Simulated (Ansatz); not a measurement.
# Computed energy against volume: SiC (6H type, space group P6_3mc)

SiC (6H type, space group P6_3mc)

```yaml
crystal:
  lattice:
    - [3.07892, 0.00000, 0.00000]
    - [-1.53946, 2.66643, 0.00000]
    - [0.00000, 0.00000, 15.10690]
  atoms:
    - { symbol: Si, position: [0.00000, 0.00000, 0.99982] }
    - { symbol: Si, position: [0.00000, 0.00000, 0.49982] }
    - { symbol: Si, position: [0.66667, 0.33333, 0.83310] }
    - { symbol: Si, position: [0.33333, 0.66667, 0.33310] }
    - { symbol: Si, position: [0.66667, 0.33333, 0.16660] }
    - { symbol: Si, position: [0.33333, 0.66667, 0.66660] }
    - { symbol: C, position: [0.00000, 0.00000, 0.87447] }
    - { symbol: C, position: [0.00000, 0.00000, 0.37447] }
    - { symbol: C, position: [0.66667, 0.33333, 0.70810] }
    - { symbol: C, position: [0.33333, 0.66667, 0.20810] }
    - { symbol: C, position: [0.66667, 0.33333, 0.04161] }
    - { symbol: C, position: [0.33333, 0.66667, 0.54161] }
```

This relaxed cell (volume V₀) is scaled evenly in all directions, its shape held. The atoms relax within the cell's symmetry.

All values below come from PBEsol (plane waves to 420 eV, PAW, scalar-relativistic; Ansatz, a program for electronic structure). k mesh 10×10×2 (Γ-centred), Fermi-Dirac smearing 0.05 eV. The energy includes the smearing's −TS. Stress and pressure are positive under compression. With the shape held, the modulus is that of even scaling; a crystal free to change shape is softer. SiC was relaxed with its symmetry unable to fall. ΔE is measured from the relaxed starting cell.

| V (Å³/atom) | ΔE (meV/atom) | P (GPa) |
|---|---|---|
| 9.715 | 28.5 | 15.5 |
| 9.839 | 17.8 | 12.0 |
| 9.963 | 9.8 | 8.7 |
| 10.087 | 4.3 | 5.6 |
| 10.211 | 1.1 | 2.7 |
| 10.335 | 0.0 | 0.0 |
| 10.459 | 1.0 | -2.6 |
| 10.583 | 4.0 | -5.0 |
| 10.707 | 8.8 | -7.3 |
| 10.831 | 15.3 | -9.5 |
| 10.955 | 23.5 | -11.5 |

What the scan shows:

The pressure at the smallest volume is 15.5 GPa and the energy cost of the largest compression is 28.5 meV/atom. The energy cost of the largest expansion is 23.5 meV/atom, the bulk modulus at fixed cell shape B₀ (third-order Birch-Murnaghan fit) is 222 GPa and the pressure derivative B₀′ (fit) is 3.9. The equilibrium volume of the fit is 10.34 Å³/atom. The pressure for 5 % compression (fit) comes out as 12.6 GPa.

The 11 points together took very roughly 3 core-minutes.

(A scan under strain: stresses follow from slopes of the energy per volume, elastic moduli from its curvatures.)
